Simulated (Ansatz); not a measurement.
NaCaF3 in the cubic perovskite structure, relaxed with r2SCAN in Ansatz. It is cubic, Pm-3m (No. 221); conventional cell a = 4.381 Å, 16.81 Å³ an atom. Around Na lie 12 F at 3.10 Å; around Ca lie 6 F at 2.19 Å; around F lie 2 Ca at 2.19 Å and 4 Na at 3.10 Å.

The axes x, y and z are those of this cell:
```
Na Ca F
1.0
     4.38057    0.00000    0.00000
     0.00000    4.38057    0.00000
     0.00000    0.00000    4.38057
Na Ca F
1 1 3
Direct
  0.00000 0.00000 0.00000
  0.50000 0.50000 0.50000
  0.50000 0.50000 0.00000
  0.50000 0.00000 0.50000
  0.00000 0.50000 0.50000
```

Unstrained: PBE gives an indirect gap of 5.103 eV, from R to Γ; the least direct gap is 5.255 eV at Γ. With r2SCAN the valence top lies at R and the conduction bottom at Γ, 5.928 eV higher; the smallest vertical gap, at Γ, is 6.071 eV. With HSE06 the valence top lies at R and the conduction bottom at Γ, 7.100 eV higher; the smallest vertical gap, at Γ, is 7.279 eV. Meshes: PBE 6×6×6, r2SCAN 6×6×6, HSE06 4×4×4. Strains are changes of length per length, and xy shears are angles. After each strain the atoms were relaxed again with r2SCAN within the symmetry that the strain leaves, so tilts or polar shifts that break it weren't tested; points keep the names that they have in the unstrained zone. Note: simulated data, non-magnetic, for a generated structure that need not be the stable one.

Q: Apply xy shear, engineering strain (angle) +5.0 %. How far does the gap move, against the unstrained cell?

A: PBE: the gap goes from 5.103 to 5.077 eV (-0.026 eV). r2SCAN: the gap goes from 5.928 to 5.900 eV (-0.028 eV). HSE06: the gap goes from 7.100 to 7.075 eV (-0.025 eV). The r2SCAN energy rises by 1.7 meV an atom.

Q: Estimate what uniaxial +0.5 % along x, other directions held does to the gap.

A: PBE: the gap goes from 5.103 to 5.088 eV (-0.015 eV). r2SCAN: the gap goes from 5.928 to 5.913 eV (-0.015 eV). HSE06: the gap goes from 7.100 to 7.084 eV (-0.016 eV). The r2SCAN energy rises by 0.1 meV an atom.

Q: One strain changed the r2SCAN stress by xx +11.86, yy +11.86, zz +11.86 GPa (compression positive) and the gap by +0.441 eV (PBE), +0.434 eV (r2SCAN), +0.529 eV (HSE06). Which kind of strain was it, and roughly how large?

A: Isotropic -5.0 % on every length. The pattern of the stress gives the kind; the size needs the stiffness, so it is an estimate.

Q: Apply epitaxial +5.0 % in the xy plane, free normal strain -1.11 %. How far does the gap move, against the unstrained cell?

A: PBE: the gap goes from 5.103 to 4.832 eV (-0.271 eV); the edges go from R → Γ to (-1/2, -1/2, 0.479) → Γ. r2SCAN: the gap goes from 5.928 to 5.650 eV (-0.278 eV). HSE06: the gap goes from 7.100 to 6.796 eV (-0.304 eV). The r2SCAN energy rises by 31.0 meV an atom.

The meshes of the hybrids are coarse, so their gaps aren't converged to the digits shown.
